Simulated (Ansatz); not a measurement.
# Is this Ir2Pt structure a true minimum?

It was reached by relaxing an invented guess, and it needn't be the stable form of this composition.

Theory: Ansatz 0.2.0, DFT PBE, scalar-relativistic, plane waves, PAW. Plane waves to 420 eV, a k mesh through Γ of 12×12×16 on the computed 3-atom cell and Gaussian smearing (0.10 eV); no spin polarisation.

The cell below (3 atoms, space group P6/mmm (No. 191)) is relaxed within its symmetry.

```xyz
3
Lattice="4.4134 0.0000 0.0000 -2.2067 3.8221 0.0000 0.0000 0.0000 2.7261" Properties=species:S:1:pos:R:3 pbc="T T T"
Ir    0.0000    2.5481    1.3631
Ir    2.2067    1.2740    1.3631
Pt    0.0000    0.0000    0.0000
```

For the test a repeat of it with 6 atoms (edges 4.41, 4.41, 5.45 Å) was strained at random (σ = 1.5 % a component), the atoms were moved at random (σ = 0.15 Å), and all was relaxed again on a coarse 6×6×4 mesh (in the run’s order of axes) with 0.20 eV smearing, with no symmetry imposed.

Spin–orbit coupling, which can matter for Ir and Pt, is left out.

Q: Is the structure stable against such a distortion?

A: It returns, within 1 meV/atom of the unmoved cell on that mesh and with the same symmetry when read at 0.1 Å (Cmmm at 0.01 Å, so small strains and shifts remain). No instability shows in this cell; modes of other wave vectors, which need another repeat, aren't tested.
